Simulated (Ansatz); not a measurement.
Given:

NbP:
```xyz
2
Lattice="3.3299 0.0000 0.0000 -1.6649 2.8838 0.0000 0.0000 0.0000 3.3414" Properties=species:S:1:pos:R:3 pbc="T T T"
Nb     0.0000     0.0000     0.0000
P      1.6649     0.9613     1.6707
```

This is the PBE-relaxed structure.

Problem. All from DFT-PBE in the program Ansatz with PAW potentials, unless another level is named. Give the electronic character.

Solution. metallic (no gap).

Problem. And the density of states at the Fermi level?

Solution. 0.22 states/eV per atom (mean over ±0.08 eV).

Problem. And the formation energy from the elements (no fitted shifts)?

Solution. -1028 meV/atom.

Space group P-6m2. A made-up cell: these elements were put on the sites of a structure type; neither database checked (COD, Materials Project) lists it. COD files the formula under space group No. 141, so this cell is another polymorph or a model. Whether it is the stable phase at ambient conditions was not checked. Symmetry was held in the PBE relaxation; whether a distortion lowers the energy is not shown. The run is not spin-polarised. The references are the lowest solids computed at this level, not always the standard phases. Spin–orbit coupling is left out wherever it is not named.

Potentials: the later of the program's two PAW sets.
